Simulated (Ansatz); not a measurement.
In the program Ansatz at the r²SCAN+D4 level (PAW), Ge2Sb2Te5 in the trigonal phase (P-3m1; Pearson symbol hP9) relaxes to a = 4.247 Å, c = 17.346 Å. Te on 1a has 6 nearest neighbours from 2.99 Å (octahedral); Ge has 6 nearest neighbours from 2.97 Å (octahedral); Te on 2d has 6 nearest neighbours from 2.97 Å (octahedral); Sb has 6 nearest neighbours from 2.99 Å (octahedral). Its formation energy from the elements is -0.081 eV/atom, with no fitted shifts.

It is gapped at this level: 0.38 eV (smallest direct gap 0.40 eV). The valence maximum lies at Γ and the conduction minimum on the K–Γ line, 85 % of the way from K (6 equivalent valleys). The screened hybrid HSE06 puts the gap at 0.61 eV. Electrons at the band edge weigh 0.046, 0.14, 0.34 mₑ (principal values). The hole mass is 0.049, 0.049, 0.50 mₑ (principal values).

Symmetry was held in the r²SCAN+D4 relaxation. The references are the lowest solids computed at this level, not always the standard phases. Spin–orbit coupling is left out wherever it is not named.

Potentials: the later of the program's two PAW sets.
